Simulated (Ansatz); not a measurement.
AlNi (CsCl type)

```yaml
crystal:
  lattice:
    - [2.89266, 0.00000, 0.00000]
    - [0.00000, 2.89266, 0.00000]
    - [0.00000, 0.00000, 2.89266]
  atoms:
    - { symbol: Al, position: [0.00000, 0.00000, 0.00000] }
    - { symbol: Ni, position: [0.50000, 0.50000, 0.50000] }
```

The slice is a {100} plane (indices of the conventional cell) through the point (0.000, 0.000, 0.000) (fractional), spanned by u = [100] and v = [010] in vectors of this cell: u (2.89 Å) and v (2.89 Å, at 90° to u). It covers one period; positions are fractions (u, v).

Level of theory: PBE (plane waves to 420 eV, PAW, scalar-relativistic; Ansatz, an electronic-structure program). k mesh 16×16×16. Near the nuclei the fields are pseudised (PAW); where an atom keeps semicore shells as valence, they peak there. AlNi is run without spin polarisation. AlNi was relaxed with its symmetry unable to fall. The PAW data are Ansatz's earlier set.

Three fields on this plane, each scaled to ten steps between its own extremes (0 low, 9 high; the total valence density on a logarithmic scale, the potential cut 8 eV below its top; x marks points blanked near nuclei; v = 0 in the bottom row):

Map A
```
|xxxxxxxxxx899999998xxxxxxxxx|
|xxxxxxxxxx999989999xxxxxxxxx|
|xxxxxxxxxx999888999xxxxxxxxx|
|xxxxxxxxx99988888999xxxxxxxx|
|xxxxxxxxx99987778999xxxxxxxx|
|xxxxxxxx9998766678999xxxxxxx|
|xxxxxxx999876555678999xxxxxx|
|xxxxxx99987654445678999xxxxx|
|xxxx999987643333346789999xxx|
|8899999876432222234678999998|
|9999998764321111123467899999|
|9999887653211000112356788999|
|9998876543210000012345678899|
|9988876543210000012345678889|
|9998876543210000012345678899|
|9999887653211000112356788999|
|9999998764321111123467899999|
|8899999876432222234678999998|
|xxxx999987643333346789999xxx|
|xxxxxx99987654445678999xxxxx|
|xxxxxxx999876555678999xxxxxx|
|xxxxxxxx9998766678999xxxxxxx|
|xxxxxxxxx99987778999xxxxxxxx|
|xxxxxxxxx99988888999xxxxxxxx|
|xxxxxxxxxx999888999xxxxxxxxx|
|xxxxxxxxxx999989999xxxxxxxxx|
|xxxxxxxxxx899999998xxxxxxxxx|
|xxxxxxxxxx899999998xxxxxxxxx|
```

Map B
```
|xxxxxxxxxx331000133xxxxxxxxx|
|xxxxxxxxxx442000244xxxxxxxxx|
|xxxxxxxxxx542000245xxxxxxxxx|
|xxxxxxxxx55421112455xxxxxxxx|
|xxxxxxxxx76432223467xxxxxxxx|
|xxxxxxxx8975432345798xxxxxxx|
|xxxxxxx899865434568998xxxxxx|
|xxxxxx89987654345678998xxxxx|
|xxxx579988765555567889975xxx|
|2345567877765565567778765543|
|2344445666666666666666544443|
|1122234555567777765555432221|
|0000123445567888765544321000|
|0000122335667888766533221000|
|0000123445567888765544321000|
|1122234555567777765555432221|
|2344445666666666666666544443|
|2345567877765565567778765543|
|xxxx579988765555567889975xxx|
|xxxxxx89987654345678998xxxxx|
|xxxxxxx899865434568998xxxxxx|
|xxxxxxxx8975432345798xxxxxxx|
|xxxxxxxxx76432223467xxxxxxxx|
|xxxxxxxxx55421112455xxxxxxxx|
|xxxxxxxxxx542000245xxxxxxxxx|
|xxxxxxxxxx442000244xxxxxxxxx|
|xxxxxxxxxx331000133xxxxxxxxx|
|xxxxxxxxxx221000122xxxxxxxxx|
```

Map C
```
|xxxxxxxxxx046777640xxxxxxxxx|
|xxxxxxxxxx146777641xxxxxxxxx|
|xxxxxxxxxx256787652xxxxxxxxx|
|xxxxxxxxx03578887530xxxxxxxx|
|xxxxxxxxx14678887641xxxxxxxx|
|xxxxxxxx0357889887530xxxxxxx|
|xxxxxxx035678999876530xxxxxx|
|xxxxxx03567899999876530xxxxx|
|xxxx013567899999998765310xxx|
|0012345678999999999876543210|
|4445567789999999999987765544|
|6666778899999999999998877666|
|7777888999999999999999888777|
|7778889999999999999999988877|
|7777888999999999999999888777|
|6666778899999999999998877666|
|4445567789999999999987765544|
|0012345678999999999876543210|
|xxxx013567899999998765310xxx|
|xxxxxx03567899999876530xxxxx|
|xxxxxxx035678999876530xxxxxx|
|xxxxxxxx0357889887530xxxxxxx|
|xxxxxxxxx14678887641xxxxxxxx|
|xxxxxxxxx03578887530xxxxxxxx|
|xxxxxxxxxx256787652xxxxxxxxx|
|xxxxxxxxxx146777641xxxxxxxxx|
|xxxxxxxxxx046777640xxxxxxxxx|
|xxxxxxxxxx046777640xxxxxxxxx|
```

### Question
Assign the maps to these fields: electron localisation function (ELF); valence electron density; electrostatic potential energy of an electron, from the cell's mean.

### Answer
A is the electron localisation function (ELF); B is the valence electron density; C is the electrostatic potential energy of an electron, from the cell's mean.
